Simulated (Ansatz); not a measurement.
CuC6:
```xyz
7
Lattice="4.2647 0.0000 0.0000 -2.1324 3.6934 0.0000 0.0000 0.0000 5.4607" Properties=species:S:1:pos:R:3 pbc="T T T"
C      0.7115     1.2323     0.0000
C      1.4229     0.0000     0.0000
C      2.8418     0.0000     0.0000
C      1.4209     2.4611     0.0000
C     -1.4209     2.4611     0.0000
C     -0.7115     1.2323     0.0000
Cu     0.0000     0.0000     2.7304
```

Relaxed with PBE+D3(BJ). Special points in fractions of this cell's reciprocal vectors: Γ (0.000, 0.000, 0.000); M (0.500, 0.000, 0.000); K (0.333, 0.333, 0.000); A (0.000, 0.000, 0.500); L (0.500, 0.000, 0.500); H (0.333, 0.333, 0.500).

List the band energies nearest the Fermi level at these points for PBE+D3(BJ) in the plane-wave PAW code Ansatz.

In eV from the Fermi level; about four levels below and three above (degenerate sets whole), none deeper than 8.9 eV; points with the same levels are listed once.

```tsv
k	below	above
Γ	-0.57 -0.57 -0.12 -0.12	6.38 7.51 7.51
M	-1.20 -1.13 -1.11 -0.98	0.10 0.98 1.97
K	-1.22 -1.22 -1.21 -1.10 -1.10	0.39 2.95 2.95
A	-0.76 -0.76 -0.43 -0.43 -0.24	3.58 7.80 7.80
L	-1.27 -1.21 -1.14 -1.12	0.57 1.96 3.21
H	-1.25 -1.25 -1.20 -1.20 -1.14	1.60 4.07 4.07
```

Space group P6/mmm. The start of the workflow was typed in or built on a structure type; neither database checked (COD, Materials Project) lists it. Its standing as an ambient phase is unchecked. Symmetry was held in the PBE+D3(BJ) relaxation; its stability against distortions is not shown here. The run is not spin-polarised. Its formation energy is positive at this level, so the cell may be metastable or incomplete.

Potentials: the earlier of the program's two PAW sets.
